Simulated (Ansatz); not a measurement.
LiHS:
```
LiHS
1.0
    0.00000     2.70000    -2.65554
    0.00000     2.70000     2.65554
    5.97654     0.00000     0.00000
Li S H
2 2 2
Direct
  0.49457   0.50543   0.50000
  0.49457   0.50543   0.00000
  0.52582   0.00354   0.75000
  0.99646   0.47418   0.25000
  0.00845   0.11387   0.25000
  0.88613   0.99155   0.75000
```

Relaxed with LDA. Special points in fractions of this cell's reciprocal vectors: Γ (0.000, 0.000, 0.000); Y (0.500, 0.500, 0.000); F0 (0.492, 0.508, 0.000); Δ0 (-0.492, 0.492, 0.000); Z (0.000, 0.000, 0.500); B0 (-0.492, 0.492, 0.500); G0 (0.492, 0.508, 0.500); T (0.500, 0.500, 0.500); S (0.000, 0.500, 0.000); R (0.000, 0.500, 0.500).

Problem. List the band energies nearest the valence-band maximum at these points for plane-wave PAW LDA (Ansatz code).

Solution. In eV from the valence-band maximum; about four levels below and three above (degenerate sets whole), none deeper than 8.9 eV; points with the same levels are listed once.

| k | below | above |
|---|---|---|
| Γ | -2.48 -0.70 -0.64 0.00 | 3.04 3.29 4.92 |
| Y | -2.32 -1.99 -1.11 -1.07 | 3.87 3.94 5.68 |
| Z | -1.47 -1.47 -0.71 -0.71 | 3.40 3.40 5.51 5.51 |
| B0 | -2.19 -2.19 -1.26 -1.26 | 5.29 5.29 7.40 7.40 |
| T | -2.19 -2.19 -1.26 -1.26 | 5.29 5.29 7.41 7.41 |
| S | -2.63 -1.62 -0.98 -0.44 | 3.85 5.97 7.00 |
| R | -2.72 -1.21 -0.63 -0.43 | 3.75 5.57 6.53 |

Space group Ama2. The workflow started from an entry of the Crystallography Open Database (COD), which files this formula under 3 space groups. Its standing as an ambient phase is unchecked. Symmetry was held in the LDA relaxation. At this level the phase is dynamically unstable (imaginary phonons).

Potentials: the later of the program's two PAW sets.
